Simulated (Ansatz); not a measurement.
A relaxation of cell and atoms of Ga4SbAs3 as one 8-atom ordering (P3m1) on the wurtzite lattice with the plane-wave code Ansatz, at the level PBE. It starts from a guessed cell.

```yaml
crystal:
  lattice:
    - [3.9675610109, 0.0, 0.0]
    - [-1.9837805054, 3.4360086265, 0.0]
    - [0.0, 0.0, 12.9580542615]
  atoms:
    - { symbol: As, position: [0.6666666667, 0.3333333333, 0.0] }
    - { symbol: As, position: [0.6666666667, 0.3333333333, 0.5] }
    - { symbol: As, position: [0.3333333333, 0.6666666667, 0.75] }
    - { symbol: Sb, position: [0.3333333333, 0.6666666667, 0.25] }
    - { symbol: Ga, position: [0.6666666667, 0.3333333333, 0.8125] }
    - { symbol: Ga, position: [0.6666666667, 0.3333333333, 0.3125] }
    - { symbol: Ga, position: [0.3333333333, 0.6666666667, 0.5625] }
    - { symbol: Ga, position: [0.3333333333, 0.6666666667, 0.0625] }
kpoints:
  mp_grid: { grid: [6, 6, 2] }
hamiltonian:
  xc: pbe
scf:
  occupations: { method: fermi_dirac, width: 0.02 }
relax:
  f_tol: 0.005
  cell: {}
```

The trajectory has 7 recorded frames, each with fractional positions and then forces in eV/Å along x, y and z. The last, and any step after a large change of cell, is solved on a basis re-selected at its cell; pressure is positive in compression.

Step 1: energy 0.0 meV/atom from step 1, largest force component 1.640 eV/Å, pressure +10.83 GPa; a = 3.968 Å, b = 3.968 Å, c = 12.958 Å, α = 90.00°, β = 90.00°, γ = 120.00°
```
As 0.6667 0.3333 0.0000     0.000   0.000  -0.218
As 0.6667 0.3333 0.5000     0.000   0.000   0.082
As 0.3333 0.6667 0.7500     0.000   0.000   0.001
Sb 0.3333 0.6667 0.2500     0.000   0.000   0.188
Ga 0.6667 0.3333 0.8125     0.000   0.000  -0.007
Ga 0.6667 0.3333 0.3125     0.000   0.000   1.546
Ga 0.3333 0.6667 0.5625     0.000   0.000   0.048
Ga 0.3333 0.6667 0.0625     0.000   0.000  -1.640
```

Step 2: energy -119.9 meV/atom from step 1, largest force component 0.202 eV/Å, pressure +1.06 GPa; a = 4.110 Å, b = 4.110 Å, c = 13.570 Å, α = 90.00°, β = 90.00°, γ = 120.00°
```
As 0.6667 0.3333 0.9899     0.000   0.000   0.202
As 0.6667 0.3333 0.5105     0.000   0.000  -0.201
As 0.3333 0.6667 0.7504     0.000   0.000   0.017
Sb 0.3333 0.6667 0.2472     0.000   0.000   0.132
Ga 0.6667 0.3333 0.8075     0.000   0.000  -0.086
Ga 0.6667 0.3333 0.3278     0.000   0.000  -0.120
Ga 0.3333 0.6667 0.5678     0.000   0.000   0.021
Ga 0.3333 0.6667 0.0488     0.000   0.000   0.035
```

Step 3: energy -122.5 meV/atom from step 1, largest force component 0.037 eV/Å, pressure +0.07 GPa; a = 4.144 Å, b = 4.144 Å, c = 13.589 Å, α = 90.00°, β = 90.00°, γ = 120.00°
```
As 0.6667 0.3333 0.9931     0.000   0.000  -0.037
As 0.6667 0.3333 0.5074     0.000   0.000   0.029
As 0.3333 0.6667 0.7505     0.000   0.000  -0.010
Sb 0.3333 0.6667 0.2486     0.000   0.000  -0.025
Ga 0.6667 0.3333 0.8085     0.000   0.000  -0.013
Ga 0.6667 0.3333 0.3251     0.000   0.000   0.016
Ga 0.3333 0.6667 0.5663     0.000   0.000   0.018
Ga 0.3333 0.6667 0.0505     0.000   0.000   0.022
```

Step 4: energy -122.6 meV/atom from step 1, largest force component 0.019 eV/Å, pressure +0.01 GPa; a = 4.140 Å, b = 4.140 Å, c = 13.627 Å, α = 90.00°, β = 90.00°, γ = 120.00°
```
As 0.6667 0.3333 0.9925     0.000   0.000   0.004
As 0.6667 0.3333 0.5076     0.000   0.000   0.019
As 0.3333 0.6667 0.7502     0.000   0.000   0.007
Sb 0.3333 0.6667 0.2484     0.000   0.000   0.009
Ga 0.6667 0.3333 0.8083     0.000   0.000  -0.008
Ga 0.6667 0.3333 0.3255     0.000   0.000  -0.007
Ga 0.3333 0.6667 0.5667     0.000   0.000  -0.010
Ga 0.3333 0.6667 0.0507     0.000   0.000  -0.015
```

Step 5: energy -122.6 meV/atom from step 1, largest force component 0.005 eV/Å, pressure +0.01 GPa; a = 4.141 Å, b = 4.141 Å, c = 13.620 Å, α = 90.00°, β = 90.00°, γ = 120.00°
```
As 0.6667 0.3333 0.9925     0.000   0.000   0.003
As 0.6667 0.3333 0.5077     0.000   0.000   0.003
As 0.3333 0.6667 0.7503     0.000   0.000   0.004
Sb 0.3333 0.6667 0.2485     0.000   0.000   0.002
Ga 0.6667 0.3333 0.8082     0.000   0.000  -0.004
Ga 0.6667 0.3333 0.3255     0.000   0.000   0.000
Ga 0.3333 0.6667 0.5667     0.000   0.000  -0.002
Ga 0.3333 0.6667 0.0506     0.000   0.000  -0.005
```

Step 6: energy -122.6 meV/atom from step 1, largest force component 0.001 eV/Å, pressure 0.00 GPa; a = 4.141 Å, b = 4.141 Å, c = 13.620 Å, α = 90.00°, β = 90.00°, γ = 120.00°
```
As 0.6667 0.3333 0.9924     0.000   0.000   0.000
As 0.6667 0.3333 0.5078     0.000   0.000   0.000
As 0.3333 0.6667 0.7503     0.000   0.000   0.000
Sb 0.3333 0.6667 0.2485     0.000   0.000  -0.001
Ga 0.6667 0.3333 0.8082     0.000   0.000   0.000
Ga 0.6667 0.3333 0.3256     0.000   0.000   0.001
Ga 0.3333 0.6667 0.5667     0.000   0.000   0.001
Ga 0.3333 0.6667 0.0505     0.000   0.000   0.001
```

Step 7: energy -123.4 meV/atom from step 1, largest force component 0.001 eV/Å, pressure +0.02 GPa; a = 4.141 Å, b = 4.141 Å, c = 13.620 Å, α = 90.00°, β = 90.00°, γ = 120.00°
```
As 0.6667 0.3333 0.9924     0.000   0.000  -0.001
As 0.6667 0.3333 0.5078     0.000   0.000   0.000
As 0.3333 0.6667 0.7503     0.000   0.000   0.000
Sb 0.3333 0.6667 0.2485     0.000   0.000  -0.001
Ga 0.6667 0.3333 0.8082     0.000   0.000   0.000
Ga 0.6667 0.3333 0.3256     0.000   0.000   0.001
Ga 0.3333 0.6667 0.5667     0.000   0.000   0.001
Ga 0.3333 0.6667 0.0505     0.000   0.000   0.001
```

In 6 steps the volume changed by +14.5 %; between the first SCF and the last, each on a basis chosen for its cell, the energy fell by 123 meV an atom. Final cell: space group P3m1 (No. 156), trigonal; a = 4.141 Å, c = 13.620 Å in the conventional setting, 25.29 Å³ an atom. Around As lie 4 Ga at 2.51–2.52 Å; around As lie 4 Ga at 2.48–2.52 Å; around As lie 4 Ga at 2.50–2.52 Å; around Sb lie 4 Ga at 2.61–2.70 Å; around Ga lie 4 As at 2.51–2.52 Å; around Ga lie 1 As at 2.48 Å and 3 Sb at 2.61 Å; around Ga lie 4 As at 2.50–2.52 Å; around Ga lie 3 As at 2.52 Å and 1 Sb at 2.70 Å.

Run as `ansatz run input.yaml --threads 4 --pin off --max-ram 6451MiB --backend cpu --events-out ev --progress --plain --runs-dir out`. Wall time 24 s on 4 threads of Intel(R) Xeon(R) Platinum 8259CL CPU @ 2.50GHz (Skylake/Cascade Lake), on a shared host, load about 0.3 per core; peak host memory 0.77 GiB.

Values at 0 K without nuclear motion; spin polarisation is off, and the phase may be a hypothetical one.
